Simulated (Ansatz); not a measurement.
## Ta: strain energy, fitted

Ta, Im-3m, a = 3.280 Å. Ansatz: PBEsol, PAW, 420 eV, Γ-centred 16×16×16 mesh on 2 atoms, Gaussian smearing 0.10 eV; no spin polarisation. Series: biaxial strain in the a-b plane, c and atoms relaxed; x is the strain in per cent. y is the free energy over the unstrained cell, V0 = 17.652 Å³/atom.

| x (%) | y (meV/atom) |
| --- | --- |
| -6.0 | ? |
| -4.0 | 48.77 |
| -2.0 | 11.72 |
| 0.0 | 0.00 |
| 2.0 | 10.06 |
| 4.0 | 36.44 |
| 6.0 | 69.71 |

Fit y = c2 x² + c3 x³ to the other rows, turn c2 into a modulus, and predict the missing energy.

Least squares on the rows shown. y = 2.6262 x² − 0.11217 x³. In eV per unit strain² c2 is 26.26; M is the biaxial modulus (E = M V0 ε²): 26.26 × 160.2 / (17.652) = 238 GPa. With a term in x⁴ added, the coefficient of x² becomes 2.775, 6 % more, which shows how far this figure hangs on the form. At x = -6.0 the fit asked for gives 118.77 meV/atom. The run gave 111.90 meV/atom, so the fit is 6.87 meV/atom too high, 6.1 % of the span of the series, against an rms of 0.83 meV/atom on the fitted rows. The row lies outside the fitted range. With a term in x⁴ added, a fit to the same known rows predicts 111.53 meV/atom, so most of the miss is curvature that the known rows already hold.

Spin–orbit coupling is left out, which can shift energies with elements as heavy as these.